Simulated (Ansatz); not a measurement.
Does relaxation matter for the field gradients of WS2 with Zr replacing W?

Start: a supercell of WS2 (space group P6_3/mmc) built from a structure deposited in the COD (the entry's cell lengths or inner coordinates differ somewhat from later room-temperature determinations), with all atoms left at the host's positions.

Space group P-6m2 (No. 187); a = 9.5400, c = 12.5000 Å, γ = 120.00°.

| site | Wyckoff | site symmetry | x | y | z |
| --- | --- | --- | --- | --- | --- |
| Zr | 1a | -6m2 | 0.0000 | 0.0000 | 0.0000 |
| W2 | 6l | m.. | 0.0000 | 0.3333 | 0.0000 |
| W6 | 1c | -6m2 | 0.3333 | 0.6667 | 0.0000 |
| W8 | 1e | -6m2 | 0.6667 | 0.3333 | 0.0000 |
| W10 | 3k | mm2 | 0.1111 | 0.8889 | 0.5000 |
| W12 | 3k | mm2 | 0.1111 | 0.5556 | 0.5000 |
| W14 | 3k | mm2 | 0.4444 | 0.2222 | 0.5000 |
| S19 | 2g | 3m. | 0.0000 | 0.0000 | 0.3750 |
| S20 | 12o | 1 | 0.0000 | 0.3333 | 0.3750 |
| S24 | 2h | 3m. | 0.3333 | 0.6667 | 0.3750 |
| S26 | 2i | 3m. | 0.6667 | 0.3333 | 0.3750 |
| S28 | 6n | .m. | 0.1111 | 0.8889 | 0.8750 |
| S30 | 6n | .m. | 0.1111 | 0.5556 | 0.8750 |
| S32 | 6n | .m. | 0.4444 | 0.2222 | 0.8750 |

One atom of each set is listed.

Level of theory: DFT, PBE, plane waves and PAW, scalar-relativistic, 420 eV cutoff, Γ-centred 3×3×2 k-points, Fermi–Dirac smearing 0.01 eV (Ansatz 0.2.0).

The largest force at the start is 1.5 eV/Å. Relaxing the ions at fixed cell moves them by 0.103 Å at most (atom 47, S) and 0.036 Å rms.

```
site  moved (Å)             first shell before              first shell after  V_zz before (10²¹ V/m²)  η before
  Zr      0.000                  6 S at 2.41 Å                  6 S at 2.51 Å                    -7.74      0.00
  W2      0.031                  6 S at 2.41 Å             6 S at 2.40–2.42 Å                   -15.08      0.55
  W6      0.000                  6 S at 2.41 Å                  6 S at 2.41 Å                   -16.27      0.00
  W8      0.000                  6 S at 2.41 Å                  6 S at 2.41 Å                   -16.32      0.00
 W10      0.000                  6 S at 2.41 Å             6 S at 2.41–2.42 Å                   -17.69      0.00
 W12      0.000                  6 S at 2.41 Å                  6 S at 2.41 Å                   -17.46      0.01
 W14      0.000                  6 S at 2.41 Å                  6 S at 2.41 Å                   -17.41      0.00
 S28      0.103  2 W at 2.41 Å, 1 Zr at 2.41 Å  2 W at 2.41 Å, 1 Zr at 2.51 Å                    -7.74      0.49
 S30      0.012                  3 W at 2.41 Å             3 W at 2.40–2.41 Å                    -4.25      0.06
 S32      0.007                  3 W at 2.41 Å             3 W at 2.41–2.42 Å                    -4.27      0.15
```

Question: What are V_zz and η after the relaxation?

Answer: 

```csv
site,V_zz after,η after,change of V_zz
Zr,-4.15,0.00,+3.59
W2,-16.06,0.55,-0.98
W6,-14.71,0.00,+1.56
W8,-16.77,0.00,-0.45
W10,-17.43,0.01,+0.26
W12,-17.16,0.01,+0.30
W14,-17.07,0.00,+0.34
S28,-6.31,0.59,+1.43
S30,-4.00,0.08,+0.25
S32,-4.51,0.03,-0.24
```

The largest change of V_zz is on Zr, from -7.74 to -4.15. In per cent, |V_zz| changes by -46 on Zr, -10 to +6 on W, -18 to +6 on S (all sites that start above 2). The table leaves out 4 of the 14 sites, with |V_zz| up to 4.73; their tensors move by 0.15 at most along any direction. The statements above cover all sites.

The run isn't spin-polarised, and a state with spin may lie lower. The defect repeats with the cell of 54 atoms, so it feels its images: sites between two images don't show the values beside a lone defect, and zeros or small values of η there can come from the images' arrangement. S and W carry a gradient in the pure host already, so the values there aren't the defect's effect alone. The defect cell has no gap above 0.1 eV on its mesh, so the values can hang on the smearing and the k-mesh. Without spin–orbit coupling the gradients at and beside W can be off by some per cent, at some sites by more.
Before: The neighbours have not yet relaxed around the defect (largest force 1.5 eV/Å), so a real crystal will differ.
After: The relaxation keeps the site symmetry -6m2 of the start, so the impurity can't leave its site; a distortion that would localise the partly filled state isn't explored.
